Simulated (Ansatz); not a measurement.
LiBr:
```xyz
2
Lattice="0.0000 2.7554 2.7554 2.7554 0.0000 2.7554 2.7554 2.7554 0.0000" Properties=species:S:1:pos:R:3 pbc="T T T"
Li     0.0000     0.0000     0.0000
Br     2.7554     2.7554     2.7554
```

Relaxed with PBE. Special points in fractions of this cell's reciprocal vectors: Γ (0.000, 0.000, 0.000); X (0.500, 0.000, 0.500); U (0.625, 0.250, 0.625); K (0.375, 0.375, 0.750); L (0.500, 0.500, 0.500); W (0.500, 0.250, 0.750).

**Question.** List the band energies nearest the valence-band maximum at these points for DFT-PBE in the program Ansatz with PAW potentials.

**Answer.** In eV from the valence-band maximum; about four levels below and three above (degenerate sets whole), none deeper than 8.9 eV; points with the same levels are listed once.

```json
[
 {"k": "Γ", "below": "-0.01 -0.01 -0.01", "above": "4.91 10.50 10.50 10.50"},
 {"k": "X", "below": "-2.86 -1.13 -1.13", "above": "6.23 7.12 11.57"},
 {"k": "U", "below": "-2.47 -1.83 -0.85", "above": "6.63 8.71 10.28"},
 {"k": "L", "below": "-2.86 -0.26 -0.26", "above": "5.62 8.10 8.10"},
 {"k": "W", "below": "-2.12 -2.12 -1.13", "above": "7.99 8.56 9.43 9.43"}
]
```

Space group Fm-3m (rock salt). The PBE relaxation kept the symmetry of its start; phonons on a q-mesh show no instability. Scalar-relativistic: spin–orbit coupling is off unless named, which matters more the heavier the elements.

Potentials: the later of the program's two PAW sets.
